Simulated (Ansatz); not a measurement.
KCdCO3F:
```xyz
7
Lattice="5.1321 0.0000 0.0000 -2.5660 4.4445 0.0000 0.0000 0.0000 4.4891" Properties=species:S:1:pos:R:3 pbc="T T T"
K      0.0000     0.0000     0.0000
Cd     2.5660     1.4815     2.2445
C      0.0000     2.9630     2.2445
F      2.5660     1.4815     0.0000
O      0.0000     1.6699     2.2445
O     -1.1199     3.6096     2.2445
O      1.1199     3.6096     2.2445
```

x, y and z are the axes in which the lattice vectors are written.

Question: Give the proper piezoelectric stress tensor with relaxed ions from DFT-PBE in the program Ansatz with PAW potentials.

Answer: In C/m², rows x, y, z, Voigt columns; mesh uncertainty up to 0.00.
```
 0.00   0.00   0.00   0.00   0.00  -0.43
-0.43   0.43   0.00   0.00   0.00   0.00
 0.00   0.00   0.00   0.00   0.00   0.00
```

The elastic tensor of the same run (GPa):

```tsv
	1	2	3	4	5	6
1	92.1	45.1	34.8	0.0	0.0	0.0
2	45.1	92.1	34.8	0.0	0.0	0.0
3	34.8	34.8	99.7	0.0	0.0	0.0
4	0.0	0.0	0.0	19.4	0.0	0.0
5	0.0	0.0	0.0	0.0	19.4	0.0
6	0.0	0.0	0.0	0.0	0.0	23.5
```

Question: Convert to strain constants d = e·S.

Answer: In pC/N:
```
  0.0    0.0    0.0    0.0    0.0  -18.1
 -9.1    9.1    0.0    0.0    0.0    0.0
  0.0    0.0    0.0    0.0    0.0    0.0
```

Space group P-6m2. The workflow started from an entry of the Crystallography Open Database (COD, 293 K), which files this formula under 2 space groups. Its standing as an ambient phase is unchecked. The PBE relaxation kept the symmetry of its start. At this level the phase is dynamically unstable (imaginary phonons).

Potentials: the later of the program's two PAW sets.
